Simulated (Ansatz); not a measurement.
The start is a relaxed MgO cell deformed by the Cartesian strain tensor (xx, yy, zz, yz, xz, xy) = (0.037, -0.088, -0.043, 0.140, 0.056, 0.106). A full variable-cell relaxation at zero pressure is run with PBE (plane waves to 420 eV, PAW, scalar-relativistic; Ansatz, an electronic-structure program). The first steps use a coarse 10×11×10 k-mesh.

The start:
```yaml
crystal:
  lattice:
    - [0.34248, 2.23678, 2.33250]
    - [2.32399, 0.52117, 2.15382]
    - [2.43035, 2.16445, 0.41481]
  atoms:
    - { symbol: O, position: [0.00000, 0.00000, 0.00000] }
    - { symbol: Mg, position: [0.50000, 0.50000, 0.50000] }
```

How large is the pressure on the unrelaxed cell, and of which sign?

+35.1 GPa (positive: the cell is compressed).

How much energy is released per atom?

0.95 eV/atom.

Does it find its way back to the structure it was made from?

The parent structure is recovered, Fm-3m (No. 225).

How do the shortest distances between atoms change?

The closest pairs of elements (up to four, under 3.6 Å), start → end: Mg–O 1.98 → 2.13 Å; Mg–Mg 2.39 → 3.01 Å; O–O 2.39 → 3.01 Å.

Is the relaxed structure metallic? Give its gap.

4.46 eV, direct at Γ (no spin-orbit coupling).

The end point of the relaxation:

Space group Fm-3m (No. 225); a = b = c = 4.2545 Å, α = β = γ = 90.00°

| atom | site | symmetry | x | y | z |
|---|---|---|---|---|---|
| O | 4a | m-3m | 0.0000 | 0.0000 | 0.0000 |
| Mg | 4b | m-3m | 0.5000 | 0.5000 | 0.5000 |
(The calculation used a cell of 2 atoms; values per cell refer to that cell.)

Final values are on a 13×13×13 k-mesh of the relaxed cell. No spin polarisation in the result.

The run could not lose the symmetry of its start.

All atoms sit on sites fixed by symmetry, so only the cell could relax.
